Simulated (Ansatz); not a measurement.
## SmF (P4/mmm)

Level of theory: Ansatz 0.2.0, DFT PBE, scalar-relativistic, plane waves, PAW, and for the lanthanide a 4f-in-core norm-conserving potential.

Plane waves to 690 eV, a k mesh through Γ of 18×18×14 on the computed 2-atom cell and Gaussian smearing (0.10 eV); no spin polarisation.

The structure is relaxed at this level of theory with its symmetry kept, and needn't be the ground state of this composition.

```cif
data_structure
_symmetry_space_group_name_H-M 'P4/mmm'
_symmetry_Int_Tables_number 123
_cell_length_a 3.2932
_cell_length_b 3.2932
_cell_length_c 3.3262
_cell_angle_alpha 90.000
_cell_angle_beta 90.000
_cell_angle_gamma 90.000
_cell_volume 36.07
loop_
_atom_site_label
_atom_site_type_symbol
_atom_site_symmetry_multiplicity
_atom_site_Wyckoff_symbol
_atom_site_fract_x
_atom_site_fract_y
_atom_site_fract_z
_atom_site_occupancy
Sm1 Sm 1 d 0.50000 0.50000 0.50000 1
F1 F 1 a 0.00000 0.00000 0.00000 1
```

| Property | Result |
| --- | --- |
| Space group | P4/mmm (No. 123) |
| Volume per atom | 18.04 Å³ |
| Kohn–Sham band gap | none (metal) |
| Density of states at the Fermi level | 1.6 states/eV per cell |

Spin-orbit coupling is left out, which matters for the bands of heavy elements.

Another cell of SmF relaxed alike, in P6/mmm, lies 0.73 eV/atom lower, so this cell isn't the stable form at this level.

The cell was found from a structure generator's guess, not taken from experiment.

The lanthanide is trivalent by construction, without f bands, f moments or other valences.
